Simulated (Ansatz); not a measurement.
MoS₂:
```cif
data_MoS2
_chemical_formula_sum 'Mo1 S2'
_space_group_name_H-M_alt 'P 1'
_space_group_IT_number 1
_cell_length_a 3.17222
_cell_length_b 3.17222
_cell_length_c 6.86857
_cell_angle_alpha 90.000
_cell_angle_beta 90.000
_cell_angle_gamma 120.000
loop_
_space_group_symop_operation_xyz
  'x, y, z'
loop_
_atom_site_label
_atom_site_type_symbol
_atom_site_fract_x
_atom_site_fract_y
_atom_site_fract_z
_atom_site_occupancy
Mo1 Mo 0.00000 0.00000 0.00000 1
S1 S 0.33333 0.66667 0.22629 1
S2 S 0.33333 0.66667 0.77371 1
```

Relaxed with r²SCAN+D4. r²SCAN+D4 in the plane-wave PAW code Ansatz gives a gap of 1.35 eV.

### Question
What gap does HSE06 give on the same cell (Ansatz, PAW)?

### Answer
1.77 eV, 0.41 eV more. The hybrid was solved on a coarser mesh and at special points; its gap is the smallest among all of these.

| k | v1 r²SCAN+D4 | c1 r²SCAN+D4 | v1 HSE06 | c1 HSE06 |
|---|---|---|---|---|
| Γ | -0.74 | 2.57 | (withheld) | (withheld) |
| A | 0.00 | 2.53 | (withheld) | (withheld) |
| K | -0.47 | 1.35 | -0.41 | 1.77 |
| H | -0.42 | 1.36 | -0.36 | 1.77 |
| M | -1.22 | 1.98 | (withheld) | (withheld) |
| L | -0.93 | 2.00 | (withheld) | (withheld) |

### Question
Top valence (v1) and lowest conduction level (c1) in eV from each method's valence maximum (which need not be a listed point): supply the withheld HSE06 values.

### Answer

- A, v1 HSE06: 0.00
- A, c1 HSE06: 3.13
- Γ, v1 HSE06: -0.77
- Γ, c1 HSE06: 3.18
- M, v1 HSE06: -1.32
- M, c1 HSE06: 2.54
- L, v1 HSE06: -1.03
- L, c1 HSE06: 2.55

Cost on shared cores: the r²SCAN+D4 run (SCF on a 10×10×4 mesh, then bands and DOS) roughly 40 core-seconds, the HSE06 run (SCF on 7×7×3, then a few points) around 120 core-seconds (rough); the tasks are unlike.

Space group P-6m2. The first step of the workflow began from a Materials Project structure, measured or hypothetical; the Crystallography Open Database copy checked does not list it. It is not the phase usual at ambient conditions (space group No. 160, 194). The cell keeps a stress of up to 0.2 GPa. Symmetry was held in the r²SCAN+D4 relaxation. At this level the phase is mechanically unstable. The run is not spin-polarised. Spin–orbit coupling is left out wherever it is not named.

Potentials: the later of the program's two PAW sets.
